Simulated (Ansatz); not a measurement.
MgO:
```yaml
crystal:
  lattice:
    - [3.48676, 0.00000, 0.00000]
    - [-1.74338, 3.01962, 0.00000]
    - [0.00000, 0.00000, 4.18904]
  atoms:
    - { symbol: Mg, position: [0.66667, 0.33333, 0.75000] }
    - { symbol: Mg, position: [0.33333, 0.66667, 0.25000] }
    - { symbol: O, position: [0.66667, 0.33333, 0.25000] }
    - { symbol: O, position: [0.33333, 0.66667, 0.75000] }
```

Relaxed with r²SCAN. Special points in fractions of this cell's reciprocal vectors: Γ (0.000, 0.000, 0.000); M (0.500, 0.000, 0.000); K (0.333, 0.333, 0.000); A (0.000, 0.000, 0.500); L (0.500, 0.000, 0.500); H (0.333, 0.333, 0.500).

Q: List the band energies nearest the valence-band maximum at these points for r²SCAN in the plane-wave PAW code Ansatz.

A: In eV from the valence-band maximum; about four levels below and three above (degenerate sets whole), none deeper than 8.9 eV; … stands for higher levels left out; points with the same levels are listed once.

```json
[
 {"k": "Γ", "below": "-1.75 -1.75 -0.83 -0.83 0.00", "above": "4.09 10.41 …"},
 {"k": "M", "below": "-2.35 -1.96 -1.29 -0.54", "above": "7.66 10.02 …"},
 {"k": "K", "below": "-2.17 -2.17 -1.82 -1.82 -0.91", "above": "7.96 9.77 …"},
 {"k": "A", "below": "-1.31 -1.31 -1.31 -1.31", "above": "7.14 7.14 …"},
 {"k": "L", "below": "-1.55 -1.55 -0.83 -0.83", "above": "8.03 8.03 …"},
 {"k": "H", "below": "-2.48 -2.48 -0.40 -0.40", "above": "8.85 8.85 …"}
]
```

Space group P6_3/mmc. The first step of the workflow began from a Materials Project structure, measured or hypothetical; the Crystallography Open Database copy checked does not list it. It is not the phase usual at ambient conditions (space group No. 225). Symmetry was held in the r²SCAN relaxation; whether a distortion lowers the energy is not shown.

Potentials: the earlier of the program's two PAW sets. The files were generated under PBE; for other functionals the program regenerates the frozen cores, and for LDA and PBEsol the local potential too.
